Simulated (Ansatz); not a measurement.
Cu$_{3}$N in space group Fm-3m (No. 225; N on 4a, Cu on 4b, Cu on 8c) at seven volumes, plane-wave PAW HSE06 (Ansatz code), scaled uniformly. One row is withheld.

```tsv
V (Å³/atom)	P (GPa)
9.618	17.25
9.935	10.46
10.252	?
10.569	0.00
10.886	-4.05
11.203	-7.44
11.520	-10.29
```

Fit the shown pressures and predict the withheld one.

P = (3/2)B₀(x^(7/2) − x^(5/2))[1 + (3/4)(B′ − 4)(x − 1)] with x = (V₀/V)^(2/3). Least squares on the six rows gives V₀ = 10.568 Å³/atom, B₀ = 146 GPa, B′ = 4.74. At V = 10.252, x = 1.0204 and P = 4.76 GPa. The run itself gave 4.79 GPa.

A made-up cell: these elements were put on the sites of a structure type; neither database checked (COD, Materials Project) lists it. COD files the formula under space group No. 221, so this cell is another polymorph or a model. Whether it is the stable phase at ambient conditions was not checked. The cell was relaxed with HSE06 under the symmetry of its start; whether a distortion lowers the energy is not shown. The run is not spin-polarised. The hybrid run found no gap, on a coarse k-mesh.

Potentials: the later of the program's two PAW sets.
